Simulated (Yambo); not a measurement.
Yambo run on BaO₂ (space group I4/mmm, No. 139). The wavefunctions come from this Quantum ESPRESSO step (PBEsol, PseudoDojo standard norm-conserving files, scalar-relativistic):

```
&CONTROL
  calculation = 'nscf'
  pseudo_dir = './pseudo'
  outdir = './out'
/
&SYSTEM
  ibrav = 0
  nat = 3
  ntyp = 2
  ecutwfc = 84.0
  ecutrho = 336.0
  occupations = 'fixed'
  force_symmorphic = .true.
  nbnd = 96
/
&ELECTRONS
  conv_thr = 3.0000000000000004e-09
  diago_full_acc = .true.
  diago_thr_init = 1e-08
/
ATOMIC_SPECIES
O 15.9990 O.upf
Ba 137.3270 Ba.upf
CELL_PARAMETERS angstrom
 -1.885654514000   1.885654514000   3.375046764000
  1.885654514000  -1.885654514000   3.375046764000
  1.885654514000   1.885654514000  -3.375046764000
ATOMIC_POSITIONS crystal
O   0.391208919000   0.391208919000  -0.000000000000
O   0.608791081000   0.608791081000   0.000000000000
Ba   0.000000000000   0.000000000000   0.000000000000
K_POINTS automatic
4 4 4 0 0 0
```

Yambo input:

```
rim_cut
gw0
dyson
el_el_corr
HF_and_locXC
ppa
em1d
RandQpts= 1000000
RandGvec= 1 Ry
EXXRLvcs= 84 Ry
VXCRLvcs= 336 Ry
Chimod= "HARTREE"
% BndsRnXp
 1 | 94 |
%
NGsBlkXp= 8 Ry
% LongDrXp
 1.0 | 1.0 | 1.0 |
%
PPAPntXp= 27.2114 eV
% GbndRnge
 1 | 94 |
%
GTermKind= "BG"
DysSolver= "n"
ExtendOut
% QPkrange
 1 | 1 | 11 | 12 |
 3 | 3 | 11 | 12 |
 6 | 6 | 11 | 12 |
 8 | 8 | 11 | 12 |
 13 | 13 | 11 | 12 |
%
```

k points by index: 1 = Γ, 3 = X, 6 = N, 8 = P, 13 = Z.

Resulting energies as the program prints them:

```
#    K-point    Band    Eo [eV]    E [eV]    E-Eo [eV]    Vxc [eV]    Vnlxc [eV]    Sc|Eo [eV]    Sc|E [eV]    dSc/dw|Eo [eV]    Re(Z)    Im(Z)
#
    1    11    -1.209649    -2.390843    -1.181194    -17.62049    -23.34407    4.235459    4.542382    -7.071796    0.793716    0.002517
    1    12    3.270356    4.062839    0.792483    -9.788426    -4.837558    -4.023110    -4.158385    -4.644426    0.854204    -0.855224E-3
    3    11    -0.263119    -1.292940    -1.029821    -19.30062    -24.97822    4.367192    4.647784    -7.413221    0.785895    -0.001342
    3    12    4.852756    6.777377    1.924622    -20.18672    -12.57721    -5.136644    -5.684890    -7.752037    0.778263    0.003802
    6    11    -0.401318    -1.423737    -1.022418    -19.24626    -24.95061    4.402430    4.681929    -7.437768    0.785338    -0.001355
    6    12    3.147061    4.470680    1.323620    -15.83411    -9.992598    -4.219123    -4.517896    -6.141834    0.815854    -0.001004
    8    11    -1.269863    -2.414811    -1.144947    -17.29138    -22.85793    4.113091    4.421598    -7.331586    0.787754    -0.866493E-3
    8    12    3.546304    5.126376    1.580072    -17.71570    -11.28896    -4.456908    -4.846665    -6.711767    0.802146    -0.001179
    13    11    0.000000    -0.979843    -0.979843    -19.94390    -25.64991    4.456996    4.726161    -7.474050    0.784517    -0.001294
    13    12    2.069786    2.758954    0.689168    -9.223660    -4.588894    -3.831887    -3.945598    -4.489261    0.858385    -0.827120E-3
```
(The two width columns are left out.) Convergence of these settings isn't established.

Geometry relaxed with PBEsol.
